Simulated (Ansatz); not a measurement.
Level of theory: DFT PBE, scalar-relativistic, plane waves, PAW in Ansatz. Settings: cutoff 420 eV, Γ-centred meshes spaced at most about 0.3 Å⁻¹, and about 0.25 Å⁻¹ or finer for metals (2π included), Gaussian smearing. No spin polarisation in the final relaxations.

These are static total energies at zero pressure. Lower structures may exist.

Question: Which of these relaxed structures of Ga3Se is the lowest in energy?
A.

```
CELL_PARAMETERS angstrom
1.86506 1.07679 6.93999
-1.86506 1.07679 6.93999
0.00000 -2.15358 6.93999
ATOMIC_POSITIONS crystal
Ga 0.75155 0.75155 0.75155
Ga 0.24845 0.24845 0.24845
Ga 0.00000 0.00000 0.00000
Se 0.50000 0.50000 0.50000
```

B.

```
CELL_PARAMETERS angstrom
4.40843 0.00000 0.00000
0.00000 4.40843 0.00000
0.00000 0.00000 4.40843
ATOMIC_POSITIONS crystal
Ga 0.00000 0.50000 0.50000
Ga 0.50000 0.00000 0.50000
Ga 0.50000 0.50000 0.00000
Se 0.00000 0.00000 0.00000
```

C.

```
CELL_PARAMETERS angstrom
4.25403 0.00000 0.00000
0.00000 4.25403 0.00000
0.00000 0.00000 6.20542
ATOMIC_POSITIONS crystal
Ga 0.00000 0.00000 0.02823
Ga 0.50000 0.00000 0.73674
Ga 0.00000 0.50000 0.73674
Se 0.00000 0.00000 0.44517
```

Answer: A. It has space group R-3m (No. 166); the next, B, with Ga and Se ordered on fcc sites, space group Pm-3m (No. 221), lies 102 meV/atom higher. Counting Ga atoms around Se (those within 1.25 times the shortest such distance or 1.15 times the sum of covalent radii, 1.27 where that leaves under three; the shortest distance is added where it exceeds 1.18 times the sum of covalent radii), the lowest has Se 6 and the next has Se 12 from 3.1 Å.

In R-3m, Pm-3m, P4mm an odd number of electrons in the primitive cell allows no gap without spin; a larger cell or a magnetic state could open one. A magnetic state wasn't ruled out in cells without spin, among them Pm-3m. The Pm-3m cell at 21.4 Å³/atom was relaxed from a Materials Project cell. Cells relaxed within their symmetry can be saddle points. Some types were kept out of the candidates beforehand, so the set may lack a known form.
